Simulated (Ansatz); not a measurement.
Data:

IrRu:
```
IrRu
1.0
    1.34158     0.77456     4.39147
   -1.34158     0.77456     4.39147
    0.00000    -1.54912     4.39147
Ru Ir
1 1
Cartesian
  0.00000   0.00000   6.58721
  0.00000   0.00000   0.00000
```

This is the PBEsol-relaxed structure.

Task: All from plane-wave PAW PBEsol (Ansatz code), unless another level is named. Predict the Debye temperature from the elastic constants.

Result: 513 K.

Task: What about the highest zone-centre frequency?

Result: 25.5 meV.

Space group R-3m. The first step of the workflow began from a Materials Project structure, measured or hypothetical; the Crystallography Open Database copy checked does not list it. With Ru and Ir taken as one species the cell has the higher symmetry Fm-3m, so it may be an ordered model of a mixed-site phase. Its standing as an ambient phase is unchecked. The cell was relaxed with PBEsol under the symmetry of its start; its stability against distortions is not shown here. No spin polarisation was allowed. As this level gives no gap, shear constants depend on the k-mesh and smearing (Fermi–Dirac, 0.1 eV here). On the denser mesh and wider smearing of the elastic run this cell carries a stress of 0.4 GPa. Spin–orbit coupling is left out wherever it is not named.

Potentials: the later of the program's two PAW sets.
